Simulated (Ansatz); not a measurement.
Computed with Ansatz 0.2.0, DFT PBE, scalar-relativistic, plane waves, PAW, and for the lanthanide a 4f-in-core norm-conserving potential. All cells share a 630 eV cutoff and Γ-centred k meshes spaced about 0.3 Å⁻¹ or finer (0.25 for metals, 2π included). No spin polarisation in the final relaxations.

These are static total energies at zero pressure. All come from trial cells, and lower structures may exist.

Task: These unrelaxed guesses for Dy5C are each relaxed within their symmetry. Order them by the energy at which they end, lowest first.
1.

```
Dy C
1.0
    -2.84501    3.46255    3.63603
     2.84501   -3.46255    3.63603
     2.84501    3.46255   -3.63603
Dy C
5 1
Direct
  0.00000 0.72563 0.72563
  0.00000 0.27437 0.27437
  0.29011 0.00000 0.29011
  0.70989 0.00000 0.70989
  0.50000 0.50000 0.00000
  0.00000 0.00000 0.00000
```

2.

```
Dy C
1.0
     4.61659    0.00000    0.00000
     0.00000    4.43107    0.00000
    -1.55216    0.00000    7.62710
Dy C
5 1
Cartesian
  -0.3327 2.2155 2.4935
  2.2826 0.0000 2.4530
  3.3972 2.2155 5.1337
  0.7818 0.0000 5.1741
  2.3083 2.2155 0.0000
  0.0000 0.0000 0.0000
```

3.

```
Dy C
1.0
     2.74507    1.58487    6.03771
    -2.74507    1.58487    6.03771
     0.00000   -3.16973    6.03771
Dy C
5 1
Cartesian
  0.0000 -1.5849 3.0189
  1.3725 0.7924 3.0189
  -1.3725 0.7924 3.0189
  0.0000 0.0000 6.3797
  0.0000 0.0000 11.7334
  0.0000 0.0000 0.0000
```

Result: 1 (ends in Immm, 0 meV/atom), 2 (ends in Cmmm, 152 meV/atom), 3 (ends in R-3m, 0.31 eV/atom).

With atoms moved at random, Immm (by 107 meV/atom) fell into a lower structure. Without a clear test, and held by symmetry: Cmmm and R-3m. Some candidate types were left out of the draw beforehand, so a known form may be missing.

The lanthanide is trivalent by construction, without f bands, f moments or other valences.
